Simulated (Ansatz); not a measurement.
AlN:
```
CELL_PARAMETERS angstrom
      2.59357     0.00000     0.00000
      0.00000     2.59357     0.00000
      0.00000     0.00000     2.59357
ATOMIC_POSITIONS crystal
  Al 0.00000 0.00000 0.00000
  N  0.50000 0.50000 0.50000
```

Relaxed with PBEsol. Special points in fractions of this cell's reciprocal vectors: Γ (0.000, 0.000, 0.000); X (0.000, 0.500, 0.000); M (0.500, 0.500, 0.000); R (0.500, 0.500, 0.500).

Task: List the band energies nearest the Fermi level at these points for the program Ansatz at the PBEsol level (PAW).

Result: In eV from the Fermi level; about four levels below and three above (degenerate sets whole), none deeper than 8.9 eV; … stands for higher levels left out; points with the same levels are listed once.

```
k              below        above
-  -----------------  -----------
Γ  -1.55 -1.55 -1.55       1.05 …
X        -0.50 -0.50  4.75 7.56 …
M  -7.38 -7.38 -1.49       0.56 …
R  -5.03 -5.03 -5.03            …
```

Space group Pm-3m (CsCl type). A made-up cell: these elements were put on the sites of a structure type; neither database checked (COD, Materials Project) lists it. It is not the phase usual at ambient conditions (space group No. 186, 216). The cell was relaxed with PBEsol under the symmetry of its start. At this level the phase is dynamically unstable (imaginary phonons).

Potentials: the later of the program's two PAW sets.
